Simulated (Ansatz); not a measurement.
Ansatz (a program for electronic structure) input:

Ansatz 0.2 input:
```yaml
crystal:
  lattice:
    - [5.0964756422, 0.0, 0.0]
    - [0.0, 5.1780369134, 0.0]
    - [-0.8806296592, 0.0, 5.196824949]
  atoms:
    - { symbol: Hf, position: [0.2771489959, 0.4570382047, 0.7081807377] }
    - { symbol: Hf, position: [0.7228510041, 0.5429617953, 0.2918192623] }
    - { symbol: Hf, position: [0.7228510041, 0.9570382047, 0.7918192623] }
    - { symbol: Hf, position: [0.2771489959, 0.0429617953, 0.2081807377] }
    - { symbol: O, position: [0.4471374425, 0.741812845, 0.9800169372] }
    - { symbol: O, position: [0.5528625575, 0.258187155, 0.0199830628] }
    - { symbol: O, position: [0.5528625575, 0.241812845, 0.5199830628] }
    - { symbol: O, position: [0.4471374425, 0.758187155, 0.4800169372] }
    - { symbol: O, position: [0.0712751033, 0.3374368431, 0.3407718492] }
    - { symbol: O, position: [0.9287248967, 0.6625631569, 0.6592281508] }
    - { symbol: O, position: [0.9287248967, 0.8374368431, 0.1592281508] }
    - { symbol: O, position: [0.0712751033, 0.1625631569, 0.8407718492] }
kpoints:
  mp_grid: { grid: [6, 6, 6] }
hamiltonian:
  xc: pbesol
  pseudopotentials: { azcp: { folder: ./paw }, kind: paw }
scf:
  occupations: { method: fixed }
elastic: { mode: relaxed_ion, stencil: two_point, amplitude: 0.005, f_tol: 0.0005 }
```

Output (shortened):

```
Pseudopotential: Hf, paw, valence charge 26
Pseudopotential: O, paw, valence charge 6
Functional definition: PBEsol
Crystal: 12 atoms, lattice volume = 137.143 Å³
Basis set: ecut = 420 eV, 2689 PW (Γ), exchange–correlation on 72×72×72 points (8 copies of the dense FFT grid, shifted against one another)
Bands: 92, of which v1, the nominal top of the filled ones, is band 76 counted from 1 (75 counted from 0)
Symmetry: 4 space group operations
Space group: P21/c (ITA 14), of the structure as read, at distance tolerance 5.2e-5 Å
k-points: 80 of 216
SCF 1 converged in 18 iterations: F = -66904.260430 eV  dr2 = 3.78e-14
relax step   1: F+E_penalty+E_count = -66904.26042986 eV  Δ(F+E_penalty+E_count) = +0.000e0 eV  max|allowed force component| = 7.746e-4 eV/Å  Δτ_max = 0.0000 Å  (18 SCF iters, accepted)
Crystal: 12 atoms, lattice volume = 137.143 Å³
SCF 2 converged in 11 iterations: F = -66904.260430 eV  dr2 = 9.76e-14
relax step   2: F+E_penalty+E_count = -66904.26043012 eV  Δ(F+E_penalty+E_count) = -2.636e-7 eV  max|allowed force component| = 4.162e-4 eV/Å  Δτ_max = 0.0001 Å  (11 SCF iters, accepted)
Crystal: 12 atoms, lattice volume = 137.143 Å³
SCF 3 converged in 10 iterations: F = -66904.260430 eV  dr2 = 3.18e-15
Crystal: 12 atoms, lattice volume = 136.457 Å³
Basis set: ecut = 420 eV, 2677 PW (Γ), exchange–correlation on 72×72×72 points (8 copies of the dense FFT grid, shifted against one another)
SCF 4 converged in 15 iterations: F = -66904.255828 eV  dr2 = 4.39e-14
relax step   1: F+E_penalty+E_count = -66904.25582783 eV  Δ(F+E_penalty+E_count) = +0.000e0 eV  max|allowed force component| = 7.164e-2 eV/Å  Δτ_max = 0.0000 Å  (15 SCF iters, accepted)
Crystal: 12 atoms, lattice volume = 136.457 Å³
SCF 5 converged in 14 iterations: F = -66904.256413 eV  dr2 = 1.30e-14
relax step   2: F+E_penalty+E_count = -66904.25641291 eV  Δ(F+E_penalty+E_count) = -5.851e-4 eV  max|allowed force component| = 4.584e-2 eV/Å  Δτ_max = 0.0063 Å  (14 SCF iters, accepted)
Crystal: 12 atoms, lattice volume = 136.457 Å³
SCF 6 converged in 12 iterations: F = -66904.256839 eV  dr2 = 4.54e-14
relax step   3: F+E_penalty+E_count = -66904.25683896 eV  Δ(F+E_penalty+E_count) = -4.261e-4 eV  max|allowed force component| = 1.179e-2 eV/Å  Δτ_max = 0.0019 Å  (12 SCF iters, accepted)
Crystal: 12 atoms, lattice volume = 136.457 Å³
SCF 7 converged in 13 iterations: F = -66904.256961 eV  dr2 = 2.73e-14
relax step   4: F+E_penalty+E_count = -66904.25696080 eV  Δ(F+E_penalty+E_count) = -1.218e-4 eV  max|allowed force component| = 7.337e-3 eV/Å  Δτ_max = 0.0089 Å  (13 SCF iters, accepted)
Crystal: 12 atoms, lattice volume = 136.457 Å³
SCF 8 converged in 12 iterations: F = -66904.256986 eV  dr2 = 8.57e-15
relax step   5: F+E_penalty+E_count = -66904.25698572 eV  Δ(F+E_penalty+E_count) = -2.492e-5 eV  max|allowed force component| = 1.156e-3 eV/Å  Δτ_max = 0.0016 Å  (12 SCF iters, accepted)
Crystal: 12 atoms, lattice volume = 136.457 Å³
SCF 9 converged in 10 iterations: F = -66904.256986 eV  dr2 = 1.57e-14
relax step   6: F+E_penalty+E_count = -66904.25698593 eV  Δ(F+E_penalty+E_count) = -2.125e-7 eV  max|allowed force component| = 4.413e-4 eV/Å  Δτ_max = 0.0003 Å  (10 SCF iters, accepted)
Crystal: 12 atoms, lattice volume = 136.457 Å³
SCF 10 converged in 10 iterations: F = -66904.256986 eV  dr2 = 2.33e-16
Crystal: 12 atoms, lattice volume = 137.829 Å³
Basis set: ecut = 420 eV, 2697 PW (Γ), exchange–correlation on 72×72×72 points (8 copies of the dense FFT grid, shifted against one another)
[...]
SCF 73 converged in 13 iterations: F = -66904.258826 eV  dr2 = 3.00e-14
relax step   2: F+E_penalty+E_count = -66904.25882564 eV  Δ(F+E_penalty+E_count) = -4.267e-4 eV  max|allowed force component| = 4.232e-3 eV/Å  Δτ_max = 0.0030 Å  (13 SCF iters, accepted)
Crystal: 12 atoms, lattice volume = 137.142 Å³
SCF 74 converged in 10 iterations: F = -66904.258829 eV  dr2 = 7.17e-14
relax step   3: F+E_penalty+E_count = -66904.25882873 eV  Δ(F+E_penalty+E_count) = -3.089e-6 eV  max|allowed force component| = 1.482e-3 eV/Å  Δτ_max = 0.0002 Å  (10 SCF iters, accepted)
Crystal: 12 atoms, lattice volume = 137.142 Å³
SCF 75 converged in 10 iterations: F = -66904.258829 eV  dr2 = 2.58e-14
relax step   4: F+E_penalty+E_count = -66904.25882908 eV  Δ(F+E_penalty+E_count) = -3.523e-7 eV  max|allowed force component| = 4.780e-4 eV/Å  Δτ_max = 0.0005 Å  (10 SCF iters, accepted)
Crystal: 12 atoms, lattice volume = 137.142 Å³
SCF 76 converged in 10 iterations: F = -66904.258829 eV  dr2 = 1.19e-16
SCF converged after 10 iterations
Stability not checked: this state was not tested for a lower state beside it, because too few of the mixer's solves of this state at the end of the SCF gave a …
Free energy (F): -66904.260430 eV
Harris-Foulkes:  -66904.260430 eV  (|F-HF|=1.46e-11)
Internal energy: -66904.260430 eV  (E = F + TS)
E sigma→0 (E₀):  -66904.260430 eV
Fermi energy:    12.993960 eV
--- Per-component energies (eV) ---
  E_band       = -158.280315
  E_kinetic    = 2970.997733
  E_local      = -29483.553273  (includes V_loc(G=0)·N_el)
  E_nonlocal   = 705.721569
  E_hartree    = 14003.372840
  E_xc         = -1623.466938
  E_vxc        = -1743.971395  (∫ρ·V_xc dr)
  E_paw        = -31573.283501  (= ΣΔE_a)
  E_vpaw       = -614.227155  (= ΣTr[D̂ρ^β])
  E_aug_tail   = 0.006529  (compensation charges beyond the density's cutoff)
  E_ewald      = -21909.341916
  E_core_change = 5.286528  (= ΣΔE_core)
  E_smearing   =  0.000000  (= −TS)
  E_closure    =  0.000000  (closes the sum)
  Σ components = -66904.260430   (vs F -66904.260430, Δ=0.00e0)
--- Forces (eV/Å), atoms counted from 1 ---
  atom   1  Hf    -0.00016546     0.00020862    -0.00033547
  atom   2  Hf     0.00016546    -0.00020862     0.00033547
  atom   3  Hf     0.00016546     0.00020862     0.00033547
  atom   4  Hf    -0.00016546    -0.00020862    -0.00033547
  atom   5  O     -0.00008110     0.00025823     0.00025812
  atom   6  O      0.00008110    -0.00025823    -0.00025812
  atom   7  O      0.00008110     0.00025823    -0.00025812
  atom   8  O     -0.00008110    -0.00025823     0.00025812
  atom   9  O     -0.00015639     0.00007290     0.00041622
  atom  10  O      0.00015639    -0.00007290    -0.00041622
  atom  11  O      0.00015639     0.00007290    -0.00041622
  atom  12  O     -0.00015639    -0.00007290     0.00041622
  max |Σ_I F_I| component: 0.00e0 eV/Å
--- Stress (GPa, compression-positive) ---
       -0.006397       0.000000       0.005165
        0.000000      -0.007654       0.000000
        0.005165       0.000000       0.013463
  P = ⅓ Tr σ = -0.0002 GPa (-0.002 kbar)
--- Band table (eV; the first three rows and the last of 80) ---
  k-point 0: bands = ["-47.2785", "-47.2570", "-47.2537", "-47.2527", "-16.3963", "-16.3641", "-16.3404", "-16.1288", "-16.0671", "-16.0301", "-15.9952", "-15.9618", "-15.9290", "-15.9184", "-15.8678", "-15.8104", "-5.1071", "-3.7314", "-3.5615", "-3.5583", …
  k-point 1: bands = ["-47.2769", "-47.2580", "-47.2537", "-47.2532", "-16.3780", "-16.3343", "-16.3264", "-16.1529", "-16.0858", "-16.0189", "-15.9913", "-15.9763", "-15.9293", "-15.9123", "-15.8725", "-15.8406", "-4.9939", "-3.7035", "-3.5996", "-3.5511", …
  k-point 2: bands = ["-47.2728", "-47.2616", "-47.2538", "-47.2537", "-16.3261", "-16.2900", "-16.2577", "-16.1884", "-16.1567", "-16.0263", "-15.9827", "-15.9768", "-15.9393", "-15.9093", "-15.8990", "-15.8842", "-4.6821", "-3.8296", "-3.6332", "-3.5474", …
  k-point 79: bands = ["-47.2636", "-47.2636", "-47.2573", "-47.2573", "-16.3765", "-16.3765", "-16.3401", "-16.3401", "-15.9892", "-15.9892", "-15.9284", "-15.9284", "-15.9223", "-15.9223", "-15.8584", "-15.8584", "-4.1932", "-4.1932", "-3.8563", "-3.8563", …
--- Elastic constants: 6 strain directions × 2 members + reference (group order 4) ---
  dense FFT box of the reference and of every strained cell: 36×36×36
  strains applied: 11, 22, 33, 23, 13, 12; error gains …
  reference relaxed by the batch: 2 steps …
  largest displacement 1.0e-4 Å; the constants are those of the deck's cell at these positions:
  atoms:
    - { symbol: Hf, position: [0.27714899831755774, 0.45704016602638653, 0.7081783399701322] }
    - { symbol: Hf, position: [0.7228510016824421, 0.5429598339736134, 0.2918216600298678] }
    - { symbol: Hf, position: [0.7228510016824422, 0.9570401660263865, 0.7918216600298678] }
    - { symbol: Hf, position: [0.27714899831755774, 0.04295983397361341, 0.20817833997013221] }
    - { symbol: O, position: [0.447137470507006, 0.7418066358715592, 0.9800215085485229] }
    - { symbol: O, position: [0.5528625294929941, 0.25819336412844074, 0.019978491451477197] }
    - { symbol: O, position: [0.5528625294929941, 0.2418066358715592, 0.5199784914514771] }
    - { symbol: O, position: [0.447137470507006, 0.7581933641284406, 0.4800215085485229] }
    - { symbol: O, position: [0.07126668008191461, 0.3374268741597569, 0.3407847536897003] }
    - { symbol: O, position: [0.9287333199180854, 0.662573125840243, 0.6592152463102997] }
    - { symbol: O, position: [0.9287333199180854, 0.8374268741597569, 0.1592152463102997] }
    - { symbol: O, position: [0.07126668008191459, 0.16257312584024303, 0.8407847536897003] }
  C = ∂σ_k/∂η_j (tension-positive GPa; Voigt order 11 22 33 23 13 12):
       325.332    172.884     95.133      0.000     47.954      0.000
       172.729    421.694    159.487      0.000     -8.323      0.000
        94.989    159.896    269.846      0.000     13.045      0.000
         0.000      0.000      0.000     94.033      0.000     -9.891
        47.973     -8.378     13.025      0.000     95.691      0.000
         0.000      0.000      0.000     -9.894      0.000    140.466
  reference stress σ⁰ (GPa):      0.006      0.008     -0.013      0.000     -0.005      0.000
  moduli (Voigt/Reuss/Hill, GPa): K = 208.00/184.74/196.37   G = 105.33/95.75/100.54   E = 257.64   ν = 0.281
  mechanically stable: yes (min eigenvalue of sym C = 77.37 GPa)
  strain η (Voigt 11):  stress-route row diagonal C_11 = 325.33 GPa, energy-path curvature d²(F+E_count+ΔE)/dδ²/Ω₀ = 325.08 GPa
         δ    σ_11 (GPa)             F (eV)   n_scf  n_hpsi   n_pw
    -5.000e-3      -1.6179      -66904.2569859      10  117711   2685   relax 6 steps, max|allowed force component| 4.41e-4 eV/Å
     5.000e-3       1.6354      -66904.2569197      10  116972   2711   relax 4 steps, max|allowed force component| 4.02e-4 eV/Å
  strain η (Voigt 22):  stress-route row diagonal C_22 = 421.69 GPa, energy-path curvature d²(F+E_count+ΔE)/dδ²/Ω₀ = 421.59 GPa
         δ    σ_22 (GPa)             F (eV)   n_scf  n_hpsi   n_pw
    -5.000e-3      -2.1251      -66904.2558808      10  116353   2687   relax 5 steps, max|allowed force component| 1.56e-4 eV/Å
     5.000e-3       2.0919      -66904.2557296      10  117629   2712   relax 5 steps, max|allowed force component| 1.28e-4 eV/Å
  strain η (Voigt 33):  stress-route row diagonal C_33 = 269.85 GPa, energy-path curvature d²(F+E_count+ΔE)/dδ²/Ω₀ = 269.74 GPa
         δ    σ_33 (GPa)             F (eV)   n_scf  n_hpsi   n_pw
    -5.000e-3      -1.3454      -66904.2575220      10  118164   2690   relax 7 steps, max|allowed force component| 6.65e-5 eV/Å
     5.000e-3       1.3531      -66904.2575204      10  118272   2708   relax 5 steps, max|allowed force component| 4.06e-4 eV/Å
  strain η (Voigt 23):  stress-route row diagonal C_44 = 94.03 GPa, energy-path curvature d²(F+E_count+ΔE)/dδ²/Ω₀ = 94.06 GPa
         δ    σ_23 (GPa)             F (eV)   n_scf  n_hpsi   n_pw
    -5.000e-3      -0.4701      -66904.2593400      10  164151   2694   relax 5 steps, max|allowed force component| 1.18e-4 eV/Å
     5.000e-3       0.4702      -66904.2593400      10  164221   2694   relax 4 steps, max|allowed force component| 3.89e-4 eV/Å
  strain η (Voigt 13):  stress-route row diagonal C_55 = 95.69 GPa, energy-path curvature d²(F+E_count+ΔE)/dδ²/Ω₀ = 95.65 GPa
         δ    σ_13 (GPa)             F (eV)   n_scf  n_hpsi   n_pw
    -5.000e-3      -0.4849      -66904.2593674      10  117687   2699   relax 6 steps, max|allowed force component| 7.42e-5 eV/Å
     5.000e-3       0.4720      -66904.2593133      10  116867   2695   relax 5 steps, max|allowed force component| 8.08e-5 eV/Å
  strain η (Voigt 12):  stress-route row diagonal C_66 = 140.47 GPa, energy-path curvature d²(F+E_count+ΔE)/dδ²/Ω₀ = 140.45 GPa
         δ    σ_12 (GPa)             F (eV)   n_scf  n_hpsi   n_pw
    -5.000e-3      -0.7023      -66904.2588291      10  163667   2698   relax 5 steps, max|allowed force component| 4.71e-4 eV/Å
     5.000e-3       0.7023      -66904.2588291      10  164282   2698   relax 4 steps, max|allowed force component| 4.78e-4 eV/Å
```

Cost: roughly 70 core-minutes on shared cores.

Space group P2_1/c. The cell was relaxed with PBEsol under the symmetry of its start. The run is not spin-polarised. Scalar-relativistic: spin–orbit coupling is off unless named, which matters more the heavier the elements.

Potentials: the earlier of the program's two PAW sets. The files were generated under PBE; for other functionals the program regenerates the frozen cores, and for LDA and PBEsol the local potential too.

Ansatz is a plane-wave DFT program.
